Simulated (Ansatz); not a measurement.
RbHO:
```yaml
crystal:
  lattice:
    - [2.05583, -5.29690, 0.00000]
    - [2.05583, 5.29690, 0.00000]
    - [0.00000, 0.00000, 4.15960]
  atoms:
    - { symbol: Rb, position: [0.63810, 0.36190, 0.25906] }
    - { symbol: Rb, position: [0.36190, 0.63810, 0.75906] }
    - { symbol: H, position: [0.97062, 0.02938, 0.40412] }
    - { symbol: H, position: [0.02938, 0.97062, 0.90412] }
    - { symbol: O, position: [0.90545, 0.09455, 0.23221] }
    - { symbol: O, position: [0.09455, 0.90545, 0.73221] }
```

Plane-wave PAW PBEsol (Ansatz code) gives a gap of 3.65 eV without spin–orbit coupling, maximum at Γ, minimum at Γ.

Question: What happens when spin–orbit coupling is switched on?

Answer: The gap stays essentially unchanged, to 3.65 eV; maximum at Γ, minimum at Γ.

Question: Give the electron effective mass with spin–orbit coupling.

Answer: 0.39 mₑ (isotropic).

Space group Cmc2_1. The workflow started from a Materials Project entry (that database holds measured and hypothetical structures alike); the Crystallography Open Database copy checked does not list it. Whether it is the stable phase at ambient conditions was not checked. The PBEsol relaxation kept the symmetry of its start; its stability against distortions is not shown here.

Potentials: the later of the program's two PAW sets.
